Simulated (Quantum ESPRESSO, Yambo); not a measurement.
At a photon energy of 11.62 eV, RPA with local fields on LDA bands shifted by a G0W0 scissor of 4.22 eV (Quantum ESPRESSO and Yambo; 4×4×4 mesh, 89 bands, 3 Ry local-field block, 0.2 eV broadening) gives ε = 1.71 + 2.52i for LiNbF6 (space group R-3, No. 148), field along x. Axes are Cartesian, with cell vectors (Å) (2.56, 1.48, 4.56), (-2.56, 1.48, 4.56), (0.00, -2.95, 4.56).

Task: Work out n, κ, the normal-incidence reflectivity, the absorption coefficient and the penetration depth.

Result: 
|ε| = 3.05; n = √((|ε| + ε1)/2) = 1.54, κ = √((|ε| − ε1)/2) = 0.82. R = ((n − 1)² + κ²)/((n + 1)² + κ²) = 0.13. α = 2Eκ/(ħc) with ħc = 197.327 eV nm: 0.0962 per nm = 9.6 × 10⁵ per cm, a 1/e depth of 10 nm. The computed direct gap is 9.56 eV, and the energy scale of the real crystal may differ from it. Excitonic effects are left out, and values at one energy depend on mesh and broadening. The scissor comes from a G0W0 run whose convergence isn't established. Convergence of the RPA response with its 4×4×4 mesh was not tested.

Spin-orbit coupling is not included.

Geometry of the Materials Project entry, not relaxed at this level; primitive cell a = b = c = 5.4301 Å, α = β = γ = 56.19°.

The structure is a Materials Project entry; no match was found in the copy of COD used, and its stability was not checked.
